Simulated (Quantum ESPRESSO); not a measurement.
## Al2GaInP4 (a curve over strain)

A calculation, not a measurement. The program is pw.x of Quantum ESPRESSO 7.5 (plane-wave density functional theory). The cell is made up: 8 atoms on a zincblende/diamond lattice, with randomly drawn elements, strain and displacements, not relaxed. PseudoDojo standard norm-conserving files (v0.5 for PBE, v0.4.1 for LDA and PBEsol) set the functional; there is no spin polarisation, spin-orbit coupling or dispersion term, and the masses in the input are unused placeholders.

Seven runs add a strain to one cell (the same along x and y); the atoms follow the cell and are not relaxed. Stress in the table is positive in tension.

Input of the run at +0.0001:

```
&control calculation='scf', pseudo_dir='./dojo.nc.sr.pbe.v0_5.standard.upf', outdir='./o', disk_io='low', tprnfor=.true., tstress=.true. /
&system ibrav=0, nat=8, ntyp=4, nbnd=32, ecutwfc=79.96652505, nosym=.true., tot_charge=0,
 occupations='smearing', smearing='fd', degauss=0.0018374661
/
&electrons conv_thr=7.350e-09, electron_maxstep=60, /
ATOMIC_SPECIES
Al 1.0 Al.upf
Ga 1.0 Ga.upf
In 1.0 In.upf
P 1.0 P.upf
CELL_PARAMETERS angstrom
5.6804 0.0 0.0
0.0 5.6804 0.0
0.0 0.0 5.6798
ATOMIC_POSITIONS angstrom
Al -0.0125 -0.0207 -0.0965
Ga -0.0845 2.7893 2.8258
In 2.739 0.152 2.8702
Al 2.801 2.9199 -0.1391
P 1.3905 1.4642 1.5319
P 1.3166 4.2167 4.3567
P 4.3402 1.43 4.2237
P 4.2695 4.3383 1.511
K_POINTS automatic
4 4 4 1 1 1
```

| added strain | free energy less that of the input shown (eV) | stress xx (GPa) | stress yy (GPa) | stress zz (GPa) | stress xy (GPa) | pressure (GPa) | iterations |
| --- | --- | --- | --- | --- | --- | --- | --- |
| -0.0208 | 0.0702 | -3.75 | -3.02 | -1.19 | 3.07 | 2.65 | 10 |
| -0.0157 | 0.0370 | -2.77 | -2.07 | -0.58 | 2.88 | 1.80 | 10 |
| +0.0001 | 0.0000 | 0.00 | 0.64 | 1.13 | 2.34 | -0.59 | 10 |
| +0.0070 | 0.0137 | 1.09 | 1.70 | 1.77 | 2.13 | -1.52 | 10 |
| +0.0159 | 0.0557 | 2.40 | 2.98 | 2.53 | 1.87 | -2.64 | 10 |
| +0.0207 | 0.0893 | 3.07 | 3.63 | 2.91 | 1.74 | -3.20 | 10 |

Question: one run is left out of the table, at -0.0055. Estimate its stress xx (GPa).

Answer: -0.94. The whole row:

```
added strain  free energy less that of the input shown (eV)  stress xx (GPa)  stress yy (GPa)  stress zz (GPa)  stress xy (GPa)  pressure (GPa)  iterations
     -0.0055                                         0.0022            -0.94            -0.28             0.56             2.53            0.22          10
```

A cubic fit gives a slope of stress xx against the added strain of 164 GPa at zero added strain, with the atoms clamped. Across the table the free energy follows the integral of the stress to within 1.2 meV. A rerun of one of the cells at 1377 eV and a 6 x 6 x 6 mesh moved values by no more than 0.007 eV in energy, 0.02 GPa in stress and 0.002 eV/Å in force.